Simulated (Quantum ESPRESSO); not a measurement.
pw.x input (Quantum ESPRESSO 7.5; PBE, PseudoDojo stringent norm-conserving files, scalar-relativistic):

```
&CONTROL
  calculation = 'scf'
  pseudo_dir = './pseudo'
  outdir = './out'
  tprnfor = .true.
  tstress = .true.
/
&SYSTEM
  ibrav = 0
  nat = 3
  ntyp = 2
  ecutwfc = 104.0
  ecutrho = 416.0
  occupations = 'smearing'
  smearing = 'fd'
  degauss = 0.002
  nbnd = 39
  assume_isolated = '2D'
/
&ELECTRONS
  conv_thr = 3e-10
/
ATOMIC_SPECIES
Se 78.9710 Se.upf
Pt 195.0840 Pt.upf
CELL_PARAMETERS angstrom
  3.709957934080   0.000000000000   0.000000000000
 -1.854978967040   3.212917817885   0.000000000000
  0.000000000000   0.000000000000  15.600000000000
ATOMIC_POSITIONS crystal
Se   0.666666667000   0.333333333000  -0.084690507800
Se   0.333333333667   0.666666666333   0.084690507800
Pt   0.000000000333   0.000000000000   0.000000000000
K_POINTS automatic
12 12 1 0 0 0
```

End of the output:

```
     total energy              =   -1614.32197697 Ry
     estimated scf accuracy    <       0.00000166 Ry
     total energy              =   -1614.32197725 Ry
     estimated scf accuracy    <       0.00000015 Ry
     total energy              =   -1614.32197730 Ry
     estimated scf accuracy    <       0.00000003 Ry
[...]
     the Fermi energy is    -4.8708 ev
!    total energy              =   -1614.32197731 Ry
     estimated scf accuracy    <          2.2E-10 Ry
     smearing contrib. (-TS)   =      -0.00000000 Ry
     internal energy E=F+TS    =   -1614.32197731 Ry
     The total energy is F=E-TS. E is the sum of the following terms:
     one-electron contribution =   -7367.36301856 Ry
     hartree contribution      =    3601.44717712 Ry
     xc contribution           =    -162.87115176 Ry
     ewald contribution        =    2314.46501590 Ry
     convergence has been achieved in   9 iterations
     Forces acting on atoms (cartesian axes, Ry/au):
     atom    1 type  1   force =     0.00000000    0.00000000   -0.00373674
     atom    2 type  1   force =     0.00000000    0.00000000    0.00373674
     atom    3 type  2   force =     0.00000000   -0.00000000    0.00000000
     Total force =     0.005285     Total SCF correction =     0.000211
```
In a gapped system the printed Fermi energy is only some level inside the gap.

Spin-orbit coupling is not included.

Geometry relaxed with PBE+D3(BJ).
